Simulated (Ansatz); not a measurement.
GaN:
```yaml
crystal:
  lattice:
    - [0.00000, 2.24890, 2.24890]
    - [2.24890, 0.00000, 2.24890]
    - [2.24890, 2.24890, 0.00000]
  atoms:
    - { symbol: N, position: [0.75000, 0.75000, 0.75000] }
    - { symbol: Ga, position: [0.00000, 0.00000, 0.00000] }
```

Relaxed with r²SCAN. Special points in fractions of this cell's reciprocal vectors: Γ (0.000, 0.000, 0.000); X (0.500, 0.000, 0.500); U (0.625, 0.250, 0.625); K (0.375, 0.375, 0.750); L (0.500, 0.500, 0.500); W (0.500, 0.250, 0.750).

Task: List the band energies nearest the valence-band maximum at these points for plane-wave PAW r²SCAN (Ansatz code).

Result: In eV from the valence-band maximum; about four levels below and three above (degenerate sets whole), none deeper than 8.9 eV; … stands for higher levels left out; points with the same levels are listed once.

```csv
k,below,above
Γ,0.00 0.00 0.00,2.17 …
X,-6.24 -2.80 -2.80,3.77 7.30 …
U,-5.96 -4.37 -2.25,5.48 8.60 …
L,-7.19 -1.00 -1.00,5.23 9.48 …
W,-5.78 -3.82 -3.72,6.74 9.20 …
```

Space group F-43m (zinc blende). Symmetry was held in the r²SCAN relaxation. Spin–orbit coupling is left out wherever it is not named.

Potentials: the later of the program's two PAW sets.
